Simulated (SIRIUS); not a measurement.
Worked example: self-consistent single point of SiO₂ (I-42d, 12 atoms in the cell; from Materials Project mp-546794, changed as shown) in SIRIUS.

Computed with LDA (PW92), PseudoDojo 0.4 standard norm-conserving LDA (tails mended) pseudopotentials (plane waves; SIRIUS).

The change in words: lattice scaled by 1.02. Reference geometry (I-42d):
```
SiO2
1.0
    4.99570     0.00000     0.00000
    0.00000     4.99570     0.00000
    0.00000     0.00000     7.37202
Si O
4 8
Direct
  0.00000   0.00000   0.00000
  0.00000   0.50000   0.25000
  0.50000   0.50000   0.50000
  0.50000   0.00000   0.75000
  0.09679   0.25000   0.12500
  0.75000   0.40321   0.37500
  0.90321   0.75000   0.12500
  0.25000   0.59679   0.37500
  0.59679   0.75000   0.62500
  0.25000   0.90321   0.87500
  0.40321   0.25000   0.62500
  0.75000   0.09679   0.87500
```

Reference input (self-consistent single point, DFT, LDA (PW92), plane waves, PseudoDojo 0.4 standard norm-conserving LDA (tails mended) pseudopotentials): parameters.ngridk = 6 6 4; parameters.xc_functionals = [XC_LDA_X, XC_LDA_C_PW]; parameters.gk_cutoff = 9.165 1/bohr; parameters.pw_cutoff = 18.331 1/bohr; parameters.smearing = gaussian; parameters.smearing_width = 0.0001 Ha; potentials = PseudoDojo 0.4 standard norm-conserving LDA (tails mended) pseudopotentials; parameters.electronic_structure_method = pseudopotential; parameters.num_bands = 38; parameters.num_mag_dims = 0; parameters.num_dft_iter = 100; parameters.energy_tol = 1e-07 Ha. This run's input differs from it in these lines:

```diff
@@ -32,5 +32,5 @@
     "lattice_vectors": [
-      [9.44051047, 0.0, 0.0],
-      [0.0, 9.44051047, 0.0],
-      [0.0, 0.0, 13.9311063442]
+      [9.629320566, 0.0, 0.0],
+      [0.0, 9.629320566, 0.0],
+      [0.0, 0.0, 14.209727564]
     ],
@@ -45,15 +45,15 @@
         [0.0, 0.0, 0.0],
-        [0.0, 2.4978515, 1.843006],
-        [2.4978515, 2.4978515, 3.686012],
-        [2.4978515, 0.0, 5.529018]
+        [0.0, 2.5478085, 1.879866],
+        [2.5478085, 2.5478085, 3.759732],
+        [2.5478085, 0.0, 5.639598]
       ],
       "O": [
-        [0.4835340934, 1.24892575, 0.921503],
-        [3.74677725, 2.0143174066, 2.764509],
-        [4.5121689066, 3.74677725, 0.921503],
-        [1.24892575, 2.9813855934, 2.764509],
-        [2.9813855934, 3.74677725, 4.607515],
-        [1.24892575, 4.5121689066, 6.450521],
-        [2.0143174066, 1.24892575, 4.607515],
-        [3.74677725, 0.4835340934, 6.450521]
+        [0.4932047694, 1.27390425, 0.939933],
+        [3.82171275, 2.0546037306, 2.819799],
+        [4.6024122306, 3.82171275, 0.939933],
+        [1.27390425, 3.0410132694, 2.819799],
+        [3.0410132694, 3.82171275, 4.699665],
+        [1.27390425, 4.6024122306, 6.579531],
+        [2.0546037306, 1.27390425, 4.699665],
+        [3.82171275, 0.4932047694, 6.579531]
       ]
```

Output, abridged:

```
[find] density tolerance         : 1e-06
[find] total energy tolerance    : 1e-07
[find] iter_solver_tol (initial) : 0.01
[find] iter_solver_tol (target)  : 1e-13
[find] num_dft_iter              : 100
Charges and magnetic moments
--------------------------------------------------------------------------------
total charge          : 64.000000
[find] | SCF iteration   0 out of 100|
[diagonalize] iterative solver tolerance (occupied, empty): 0.01 0.01
[diagonalize] average number of iterations: 2.13333
[find] Charges and magnetic moments
[find] total charge          : 64.000000
[find] Energy
   [... lines left out ...]

[find] Charges and magnetic moments
[find] total charge          : 64.000000
[find] Energy
[find] smearing (-TS)                 :       0.00000000
[find] Total energy                   :    -149.71250413 (Ha),    -299.42500827 (Ry)
[find] Free energy (E-TS)             :    -149.71250413 (Ha),    -299.42500827 (Ry)
[find] band gap (eV)                  :       5.24014179
[find] Efermi                         :       0.08852897
[find] iteration : 23, RMS (target) : 5.4061e-07 (1.0000e-06) , energy difference (target) : -7.3896e-13 (1.0000e-07)
[find] bands are converged : false
[find] iterative solver converged : false
[find] converged after 24 SCF iterations!
[find] Charges and magnetic moments
[find] total charge          : 64.000000
[find] Energy
[find] smearing (-TS)                 :       0.00000000
[find] Total energy                   :    -149.71250413 (Ha),    -299.42500827 (Ry)
[find] Free energy (E-TS)             :    -149.71250413 (Ha),    -299.42500827 (Ry)
[find] band gap (eV)                  :       5.24014179
[find] Efermi                         :       0.08852897
[ground_state] === stress tensor components [kbar] ===
[ground_state] === stress_total ===
[ground_state]   139.115617    0.000000   -0.000000
[ground_state]     0.000000  139.115617   -0.000000
[ground_state]    -0.000000   -0.000000  137.550590
[ground_state] ==== total Forces in Ha/bohr =====
   [... lines left out ...]
[ground_state] atom:    7, force:       0.0000000     -0.0188845     -0.0000000
[ground_state] atom:    8, force:      -0.0188845      0.0000000      0.0000000
[ground_state] atom:    9, force:      -0.0000000      0.0188845      0.0000000
[ground_state] atom:   10, force:       0.0188845      0.0000000     -0.0000000
[ground_state] atom:   11, force:       0.0000000     -0.0188845      0.0000000
```

The run converged in 24 iterations. SIRIUS prints the stress tensor with tension positive. Against the reference run the free energy goes up by 60.8 meV/atom, the pressure goes from -6.56 to -13.86 GPa, the largest force goes from 0.448 to 0.971 eV/Å and the gap on the mesh goes from 5.611 to 5.240 eV.

The structure comes from a collection of computed structures, made at another level of theory; the collection holds predicted forms beside known ones. Its lattice was then scaled.

Cost on one core: around 5 core-minutes (rough).

The gap that the log prints is read on the run's mesh, which can miss the band edges or a crossing.

“Tails mended”: in these copies of the files the far tail of each local potential was reset to the Coulomb form.
